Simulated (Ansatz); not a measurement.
**Fe7Co: do energies and stresses tell the same story?**

The calculation used DFT PBEsol, scalar-relativistic, plane waves, PAW in Ansatz 0.2.0.

Plane waves to 420 eV, a k mesh through Γ of 10×10×10 on the computed 8-atom cell and Gaussian smearing (0.10 eV); collinear spin from starting moments 2.39 2.39 2.39 2.6 2.6 2.6 2.6 1.98 μB.

Relaxed cell: Im-3m, a = 5.590 Å, b = 5.590 Å, c = 5.590 Å, α = 90.00°, β = 90.00°, γ = 90.00°, 8 atoms in the primitive cell. Whether it is the stable form of this composition wasn't checked.

Energies at zero smearing and pressures from the stress tensor, at volumes with shape and atoms relaxed:
```tsv
V (Å³/atom)	E − E(first) (meV/atom)	P (GPa)
9.605	0.00	37.41
9.932	-64.10	25.42
10.260	-105.30	15.39
10.587	-128.06	7.14
10.915	-135.29	0.00
11.242	-129.09	-5.74
11.570	-112.73	-10.46
12.006	-76.63	-15.99
```

Check P = −dE/dV between neighbouring volumes, and get the bulk modulus from the pressures alone.

With 1 eV/Å³ = 160.2 GPa:
```csv
middle V (Å³/atom),−ΔE/ΔV (GPa),mean P (GPa)
9.769,31.363,31.414
10.096,20.163,20.406
10.423,11.134,11.267
10.751,3.540,3.571
11.078,-3.037,-2.869
11.406,-8.005,-8.097
11.788,-13.247,-13.226
```

The two differ by 0.24 GPa at most. The mean of two end pressures misses the average over a step by about ΔV² P″/12, up to 0.18 GPa here; with that taken off 0.16 GPa remains, from the smearing term (the stress is the derivative of the free energy), the finite cutoff, the mesh or the relaxation's tolerance. The largest site moment goes from 2.12 to 2.53 μB along the series, which bends P(V). Around V = 10.915 Å³/atom, the two neighbours give B = −V ΔP/ΔV = 10.915 × 12.88 / 0.655 = 214.7 GPa, against B0 = 210.5 GPa from the Birch–Murnaghan fit of the energies.

Only parallel moments were tried here.

Only this magnetic start was tried.